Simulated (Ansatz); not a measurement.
SiNi:
```xyz
8
Lattice="5.0954 0.0000 0.0000 0.0000 3.3586 0.0000 0.0000 0.0000 5.5698" Properties=species:S:1:pos:R:3 pbc="T T T"
Si     4.1848     2.5189     3.2534
Si     0.9106     0.8396     2.3165
Si     3.4583     0.8396     0.4685
Si     1.6371     2.5189     5.1014
Ni     2.5873     0.8396     3.8384
Ni     2.5081     2.5189     1.7315
Ni     5.0558     2.5189     1.0534
Ni     0.0396     0.8396     4.5164
```

Relaxed with r²SCAN. Special points in fractions of this cell's reciprocal vectors: Γ (0.000, 0.000, 0.000); X (0.500, 0.000, 0.000); S (0.500, 0.500, 0.000); Y (0.000, 0.500, 0.000); Z (0.000, 0.000, 0.500); U (0.500, 0.000, 0.500); R (0.500, 0.500, 0.500); T (0.000, 0.500, 0.500).

List the band energies nearest the Fermi level at these points for the program Ansatz at the r²SCAN level (PAW).

In eV from the Fermi level; about four levels below and three above (degenerate sets whole), none deeper than 8.9 eV; points with the same levels are listed once.

```tsv
k	below	above
Γ	-2.05 -1.38 -1.24 -1.02	0.69 1.49 3.46
X	-2.13 -2.13 -2.01 -2.01	1.03 1.03 1.16 1.16
S	-1.83 -1.83 -1.83 -1.83	0.52 0.52 0.52 0.52
Y	-1.57 -1.57 -0.61 -0.61	2.10 2.10 2.78 2.78
Z	-1.58 -1.58 -0.27 -0.27	0.87 0.87 3.56 3.56
U	-2.31 -2.31 -1.10 -1.10	0.83 0.83 2.38 2.38
R	-2.07 -2.07 -2.07 -2.07	2.66 2.66 2.66 2.66
T	-2.17 -2.17 -1.84 -1.84	0.15 0.15 1.53 1.53
```

Space group Pnma. Symmetry was held in the r²SCAN relaxation; of distortions, only those at the zone centre were tested. The run is not spin-polarised.

Potentials: the earlier of the program's two PAW sets.
